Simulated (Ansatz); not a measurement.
## Property card for Nb

Nb:
```yaml
crystal:
  lattice:
    - [2.85873, 0.00000, 0.00000]
    - [-1.42937, 2.47573, 0.00000]
    - [0.00000, 0.00000, 5.24400]
  atoms:
    - { symbol: Nb, position: [0.33333, 0.66667, 0.25000] }
    - { symbol: Nb, position: [0.66667, 0.33333, 0.75000] }
```

Space group P6_3/mmc (No. 194), hcp (Mg type); conventional cell a = b = 2.8587 Å, c = 5.2440 Å, α = β = 90.00°, γ = 120.00°.

Method: r²SCAN in the plane-wave PAW code Ansatz. Structure relaxed to zero pressure with the same functional. Other levels are named where they apply.

Cell and energy:

Volume per atom: 18.56 Å³
Density: 8.31 g/cm³

Electronic structure:

* **Electronic character**: metallic (no gap)
* **Density of states at the Fermi level**: 1.4 states/eV per atom (mean over ±0.08 eV)
* **Gap with spin–orbit coupling**: none (metallic)

Mechanics:

- Bulk modulus (Birch–Murnaghan fit) = 166 GPa
- Pressure derivative B′ = 3.7

The start of the workflow was typed in or built on a structure type; the Crystallography Open Database copy checked does not list it. It is not the phase usual at ambient conditions (space group No. 229). The cell was relaxed with r²SCAN under the symmetry of its start; its stability against distortions is not shown here. No spin polarisation was allowed. Axis ratios of metals converge slowly with the k-mesh, so a and c are less sure than the volume. Spin–orbit coupling is left out wherever it is not named.

Potentials: the later of the program's two PAW sets.
